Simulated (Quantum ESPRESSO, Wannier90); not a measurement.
Wannier functions of GaAs (zinc blende)

```xyz
2
Lattice="0.0000 2.8751 2.8751 2.8751 0.0000 2.8751 2.8751 2.8751 0.0000" Properties=species:S:1:pos:R:3 pbc="T T T"
Ga     0.0000     0.0000     0.0000
As    -1.4375    -1.4375    -1.4375
```

Cell from Materials Project (mp-2534), symmetrised, no further relaxation. COD (Crystallography Open Database) has an entry of this formula and space group (matched by these alone). Computed values, not measurements, from PBEsol: Quantum ESPRESSO (norm-conserving PseudoDojo potentials, cutoff 68 Ry, spinors with spin-orbit coupling) on a Γ-centred 8×8×8 mesh, then Wannier90. Density: 10×10×10 mesh, cold smearing 0.01 Ry.

Bands 21-22 form an isolated set from -12.49 to -10.15 eV relative to the Fermi level (on the path) and are turned into 2 Wannier functions by minimising the spread from the start: atomic waves As 4s.

Where do the functions sit, how wide are they and what are they made of?


```tsv
functions	spread (Å²)	nearest atom, distance (Å)	second atom, distance (Å)	weight on atomic waves
2	2.16	As 0.00	Ga 2.49	As 4s 60 %, Ga 4p 22 %, Ga 4s 12 %
```

Ω_I = 4.30 Å², Ω_total = 4.33 Å²; the interpolated bands follow pw.x to 0.3 meV rms on the path. Only this start was tried; a symmetric start can stop on a saddle, and mixtures of these functions could lower the total by at most Ω_total − Ω_I.
